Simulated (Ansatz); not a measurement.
## Sn2Ir under compression and expansion

Space group Fm-3m (No. 225). a = 6.338 Å, b = 6.338 Å, c = 6.338 Å, α = 90.00°, β = 90.00°, γ = 90.00°
```json
{"atom": "Sn", "site": "8c", "symmetry": "-43m", "x": "0.2500", "y": "0.7500", "z": "0.7500"}
{"atom": "Ir", "site": "4a", "symmetry": "m-3m", "x": "0.0000", "y": "0.0000", "z": "0.0000"}
```

The runs use the primitive cell with vectors (0.000, 3.169, 3.169), (3.169, 0.000, 3.169), (3.169, 3.169, 0.000) Å, to which the k mesh refers.

The cell is COD entry 9009019, as deposited and not checked against the literature; nothing was relaxed.

Spin polarisation is left out, and whether a magnetic state lies lower isn't shown here.

No spin–orbit coupling, which matters for the heavy atoms here.

Methods: DFT, LDA, all-electron LAPW, scalar-relativistic (Ansatz 0.2.0); DFT, LDA, PAW with Ansatz's default frozen-core files, scalar-relativistic (Ansatz 0.2.0).

For LAPW: a Γ-centred 10×10×10 k mesh, Fermi–Dirac smearing of 0.03 eV, basis error target 1 meV/atom, no spin polarisation. PAW takes a cutoff of 420 eV at this cell (files made with PBE, cores remade for this functional). The Ansatz runs share mesh, smearing and spin set-up. Plane-wave (PAW) pressures include the program's estimate of the Pulay term.

The cell above is scaled evenly, with fractional coordinates and shape held.

| V/V(cell) | V (Å³/atom) | P, LAPW (GPa) | P, PAW (GPa) |
| --- | --- | --- | --- |
| 0.9400 | 19.944 | ? | ? |
| 0.9600 | 20.368 | 3.53 | 3.54 |
| 0.9800 | 20.792 | 0.51 | 0.52 |
| 0.9900 | 21.004 | -0.86 | -0.85 |
| 1.0000 | 21.217 | -2.14 | -2.13 |
| 1.0100 | 21.429 | -3.35 | -3.35 |
| 1.0200 | 21.641 | -4.49 | -4.49 |
| 1.0400 | 22.065 | -6.53 | -6.52 |
| 1.0600 | 22.490 | -8.25 | -8.24 |

Q: Fill in the row V/V(cell) = 0.9400.

A: P, LAPW (GPa) = 6.97, P, PAW (GPa) = 6.99.

Q: What do Birch–Murnaghan fits to the pressures give?

A: LAPW: V0 = 20.87 Å³/atom, B0 = 136 GPa, B0′ = 5.5; PAW: V0 = 20.87 Å³/atom, B0 = 136 GPa, B0′ = 5.5.

PAW's V0 lies 0.01 % from the all-electron value and its B0 0.0 %. Symmetry fixes shape and coordinates here, so this is the relaxed modulus.
